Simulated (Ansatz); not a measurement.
Given:

SnC8:
Space group P6/mmm (No. 191); a = b = 4.897 Å, c = 6.143 Å, α = β = 90.00°, γ = 120.00°

| atom | site | symmetry | x | y | z |
|---|---|---|---|---|---|
| C | 6l | mm2 | 0.1671 | 0.3342 | 0.0000 |
| C | 2c | -6m2 | 0.3333 | 0.6667 | 0.0000 |
| Sn | 1b | 6/mmm | 0.0000 | 0.0000 | 0.5000 |

This is the r²SCAN+D4-relaxed structure.

### Question
All from plane-wave PAW r²SCAN+D4 (Ansatz code), unless another level is named. Predict the electronic character.

### Answer
metallic (no gap).

### Question
Next, the density of states at the Fermi level?

### Answer
0.34 states/eV per atom (mean over ±0.08 eV).

### Question
And the formation energy from the elements (no fitted shifts)?

### Answer
318 meV/atom.

### Question
Give the gap with spin–orbit coupling.

### Answer
none (metallic).

A made-up cell: these elements were put on the sites of a structure type; neither database checked (COD, Materials Project) lists it. Whether it is the stable phase at ambient conditions was not checked. Symmetry was held in the r²SCAN+D4 relaxation; its stability against distortions is not shown here. The references are the lowest solids computed at this level, not always the standard phases. Spin–orbit coupling is left out wherever it is not named.

Potentials: the later of the program's two PAW sets.
